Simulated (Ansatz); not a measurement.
¹¹B NMR of the central transition in BN

Cell: a COD entry whose atoms were relaxed with PBE, the cell held.

```
B N
1.0
     2.54000    0.00000    0.00000
    -1.27000    2.19970    0.00000
     0.00000    0.00000    6.59800
B N
2 2
Direct
  0.33333 0.66667 0.25000
  0.66667 0.33333 0.75000
  0.33333 0.66667 0.75000
  0.66667 0.33333 0.25000
```

Sites (sets of like atoms) are named by element and the number of their first atom in this list.

All values are calculated (Ansatz; DFT, LDA, plane waves and PAW, scalar-relativistic, 420 eV cutoff, Γ-centred 13×13×5 k-points, Fermi–Dirac smearing 0.02 eV), not measured.

¹¹B has I = 3/2 and Q = 40.59 mb (Pyykkö 2018); at 16.4 T its Larmor frequency is ν₀ = 224.1 MHz. Only the quadrupole interaction is simulated: positions count from each site's isotropic chemical shift, and J coupling is left out, as are shift anisotropy and dipolar coupling, which fast spinning averages.

**Question.** Simulate the second-order pattern (fast magic-angle spinning, Gaussian broadening 0.06 kHz) of site B (3 N at 1.47 Å).

**Answer.** The calculation gives C_Q = 2.71 MHz and η = 0.00, so ν_Q = 1.36 MHz and the centre of gravity lies at -3.67 ppm (-0.822 kHz).

```csv
offset (kHz),height
-2.136,0
-2.073,1
-2.010,4
-1.947,5
-1.885,4
-1.822,5
-1.759,5
-1.696,5
-1.633,5
-1.570,5
-1.507,5
-1.444,6
-1.381,6
-1.318,29
-1.255,78
-1.193,51
-1.130,41
-1.067,37
-1.004,34
-0.941,33
-0.878,33
-0.815,32
-0.752,33
-0.689,34
-0.626,35
-0.564,38
-0.501,42
-0.438,50
-0.375,68
-0.312,100
-0.249,20
-0.186,0
```

An axis of threefold or higher order runs through B, so V_zz lies along it and η is zero.

At this cell the LDA pressure is -14 GPa (principal stresses up to 21 GPa in size), so with LDA the cell would shrink if it were relaxed.

The run took 1.9 s of wall time (1.8 s of CPU time) and 0.38 GiB at its peak, on 1 thread of Intel Xeon Platinum 8488C (Sapphire Rapids) (x86_64; 16 cores open to the job, memory cap 3.0 GiB, no GPU), a shared host with a load of 0.2 a core.
